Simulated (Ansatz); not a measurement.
Ansatz run, Ta$_{3}$Cd

Input file of Ansatz 0.2.0:

```yaml
crystal:
  lattice:
    - [5.148111, 0.0, 0.0]
    - [0.0, 5.148111, 0.0]
    - [0.0, 0.0, 5.148111]
  atoms:
    - { symbol: Cd, position: [0.0, 0.0, 0.0] }
    - { symbol: Ta, position: [0.5, 0.0, 0.5] }
    - { symbol: Ta, position: [0.0, 0.5, 0.5] }
    - { symbol: Ta, position: [0.5, 0.5, 0.0] }
  symmetry: { tolerance: 0.0003 }
kpoints:
  mp_grid: { grid: [7, 7, 7], shift: [0, 0, 0] }
  band_path:
    path:
      - [0.0, 0.0, 0.0]
      - [0.0, 0.5, 0.0]
      - [0.5, 0.5, 0.0]
      - [0.0, 0.0, 0.0]
      - [0.5, 0.5, 0.5]
      - [0.0, 0.5, 0.0]
    npoints: 10
magnetization:
  spin_polarized: false
scf:
  occupations: { method: gaussian, width: 0.0344 }
  lower_state_search: "off"
  max_iter: 200
hamiltonian:
  pseudopotentials: { kind: paw }
  xc: pbe
basis:
  ecutwfc: 420
  fft_grid_basis: typed
output:
  forces: true
  stress: true
  eigenvalues: true
  bader: true
  populations: true
  elf: true
  write_potential: true
  volumetric_format: npy
  dos:
    e_range: [-12, 8]
    de: 0.05
    projected: { site_lists: { Cd: [Cd], Ta: [Ta] } }
checkpoint:
  read: saved_state
```

The run starts from an earlier solution of this cell. 

Parts of the output:

```
Pseudopotentials: kind: paw
Pseudopotential: Cd, paw, valence charge 20, recommended cutoff 420 eV (normal), Cd.paw.azcp
Pseudopotential: Ta, paw, valence charge 13, recommended cutoff 420 eV (normal), Ta.paw.azcp
Functional definition: PBE
  exchange = pbe_x(kappa = kappa, mu = beta*pi^2/3)
  correlation = pbe_c(beta = beta)
Crystal: 4 atoms, lattice volume = 136.441 Å³
Basis set: ecut = 420 eV, 2721 PW (Γ), exchange–correlation on 72×72×72 points (8 copies of the dense FFT grid, shifted against one another)
Bands: 36, of which v1, the nominal top of the filled ones, is band 30 counted from 1 (29 counted from 0)
Symmetry: 48 space group operations
Space group: Pm-3m (ITA 221), of the structure as read, at distance tolerance 1.5e-3 Å
k-points: 20 of 343
Initial density: read from a saved state, or passed on in memory by an earlier SCF of this step, an earlier step, the calling program or the single point that the run made first
Functional: x = pbe(κ = 0.804, μ = 0.2195), c = pbe(β = 0.0667)
Free energy (F): -38041.0183 eV
Harris-Foulkes:  -38041.0183 eV  (|F-HF|=1.88e-9)
Internal energy: -38041.0125 eV  (E = F + TS)
E sigma→0 (E₀):  -38041.0154 eV
Entropy (-TS):   -0.0058 eV (-1.453 meV/atom)
Fermi energy:    8.3283 eV
--- Per-component energies (eV) ---
  E_band       = -1246.5313
  E_kinetic    = 1558.3388
  E_local      = -6590.9196  (includes V_loc(G=0)·N_el)
  E_nonlocal   = 68.2536
  E_hartree    = 2696.0555
  E_xc         = -810.2216
  E_vxc        = -804.4083  (∫ρ·V_xc dr)
  E_paw        = -29266.5040  (= ΣΔE_a)
  E_vpaw       = -869.9100  (= ΣTr[D̂ρ^β])
  E_aug_tail   = 0.0005  (compensation charges beyond the density's cutoff)
  E_ewald      = -5696.0156
  E_smearing   = -0.0058  (= −TS)
--- Stress (GPa, compression-positive) ---
      -26.6588       0.0000       0.0000
        0.0000     -26.6588       0.0000
        0.0000       0.0000     -26.6588
  P = ⅓ Tr σ = -26.6588 GPa (-266.588 kbar)
--- Löwdin populations: 4 sites ---
  site symbol       q [e]
     0     Cd     19.1393
     1     Ta     12.9534
     2     Ta     12.9534
     3     Ta     12.9534
  spilling = 0.0170 (of n_electrons = 59.0000)
--- Bader charges: 4 sites ---
  site symbol  charge [e]  shift [e]
     0     Cd     -0.1015     0.0000
     1     Ta      0.0338     0.0000
     2     Ta      0.0338     0.0000
     3     Ta      0.0338     0.0000
```

Origin: a known structure type with other elements, at an estimated volume, so it need not be a known compound. Caveats: many states at the Fermi level without spin polarisation, so a magnetic state may lie lower; atoms or cell far from equilibrium.
